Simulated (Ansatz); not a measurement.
As:
```
CELL_PARAMETERS angstrom
      1.89096     1.09175     3.36727
     -1.89096     1.09175     3.36727
      0.00000    -2.18349     3.36727
ATOMIC_POSITIONS crystal
  As 0.23018 0.23018 0.23018
  As 0.76982 0.76982 0.76982
```

This is the PBEsol-relaxed structure.

Q: All from plane-wave PAW PBEsol (Ansatz code), unless another level is named. Predict the electronic character.

A: metallic (no gap).

Q: Give the density of states at the Fermi level.

A: 0.06 states/eV per atom (mean over ±0.08 eV).

Space group R-3m (A7 (α-As type)). The cell was relaxed with PBEsol under the symmetry of its start. Spin–orbit coupling is left out wherever it is not named.

Potentials: the later of the program's two PAW sets.
